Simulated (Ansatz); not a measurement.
MnTl2SnTe4: computed property card

MnTl$_{2}$SnTe$_{4}$:
```
CELL_PARAMETERS angstrom
     -4.32000     4.32000     3.58298
      4.32000    -4.32000     3.58298
      4.32000     4.32000    -3.58298
ATOMIC_POSITIONS crystal
  Mn 0.50000 0.50000 0.00000
  Tl 0.00000 0.50000 0.50000
  Tl 0.50000 0.00000 0.50000
  Sn 0.00000 0.00000 0.00000
  Te 0.57647 0.92433 0.00000
  Te 0.07567 0.07567 0.65214
  Te 0.92433 0.57647 0.00000
  Te 0.42353 0.42353 0.34786
```
The run is spin-polarised; directions of the spins, atom by atom: ↑ 0 0 0 0 0 0 0.

Space group I-42m (No. 121); conventional cell a = 8.6400 Å, b = 8.6400 Å, c = 7.1660 Å, α = 90.00°, β = 90.00°, γ = 90.00°.

Method: r²SCAN+D4 in the plane-wave PAW code Ansatz. Geometry: relaxed at this level of theory. Other levels are named where they apply.

Cell and energy:

| Quantity | Result |
|---|---|
| Volume per atom | 33.43 Å³ |
| Density | 6.78 g/cm³ |
| Formation energy from the elements (no fitted shifts) | -0.41 eV/atom |

Electronic structure:

| Item | Value |
|---|---|
| Band gap | 0.75 eV (indirect) |
| Valence-band maximum | at M |
| Conduction-band minimum | on the Γ–Z line, 98 % of the way from Γ (2 equivalent valleys) |
| Smallest direct gap on the standard path | 0.78 eV |
| Electron effective mass | 0.31, 0.31, 0.37 mₑ (principal values) |
| Hole effective mass | 0.39, 0.39, 2.2 mₑ (principal values) |

Magnetism:

| Quantity | Result |
|---|---|
| Magnetic order | ferromagnetic |
| Net moment | 0.63 μB per atom |

Charges:

| Property | Result |
|---|---|
| Bader charges | Mn +0.97, Tl +0.51, Sn +0.79, Te -0.70 e |

The workflow started from a Materials Project entry (that database holds measured and hypothetical structures alike); the Crystallography Open Database files this formula in space group No. 121, but the cells were not matched. Its standing as an ambient phase is unchecked. The r²SCAN+D4 relaxation kept the symmetry of its start; its stability against distortions is not shown here. Spin order of the final state: ferromagnetic, the only order run, not a proven ground state. The cell computed holds one magnetic atom, so no antiferromagnetic order was within reach. Other orbital occupations within this spin state were not tried. No Hubbard U is applied. The references are the lowest solids computed at this level, not always the standard phases. The manganese reference at this level is a Cmcm phase, not α-Mn. Spin–orbit coupling is left out wherever it is not named.

Potentials: the later of the program's two PAW sets.
